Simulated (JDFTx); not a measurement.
Unstrained cell:

```json
{
  "surface": "Ag(100)",
  "bulk": "Ag, Fm-3m, lattice of mp-124 (not re-optimised)",
  "slab": "5 atoms in 5 planes, 1x1, 8.4 Å between the outermost planes",
  "in-plane cell": "2.902 × 2.902 Å, 8.42 Å²",
  "cell_height": "24.2 Å",
  "sampling": "8×8×1 k mesh, Fermi smearing 0.01 Ha, no spin polarisation"
}
```

Level of theory: PBE, GBRV ultrasoft potentials, plane waves to 20/100 Ha; code: a modified build of JDFTx. The in-plane lattice is scaled by the biaxial strain ε at a fixed k mesh and cell height, and all atoms off the mid-plane are relaxed in vacuum within the cell's symmetry. Zero strain is the lattice given, not this level's minimum.

```tsv
ε (%)	work function (eV)
-3	4.39
-1.5	withheld
0	4.31
1.5	4.29
3	4.28
```

Question: Fit W = sε + W₀ to the other rows by least squares, predict the withheld value, and compare with the run.

Answer: The fit gives s (eV/%) = -0.0189, W₀ (eV) = 4.32, with a root-mean-square miss of 0.011 eV on its own rows. It predicts 4.35 eV; the run gives 4.35 eV, the same to these digits.
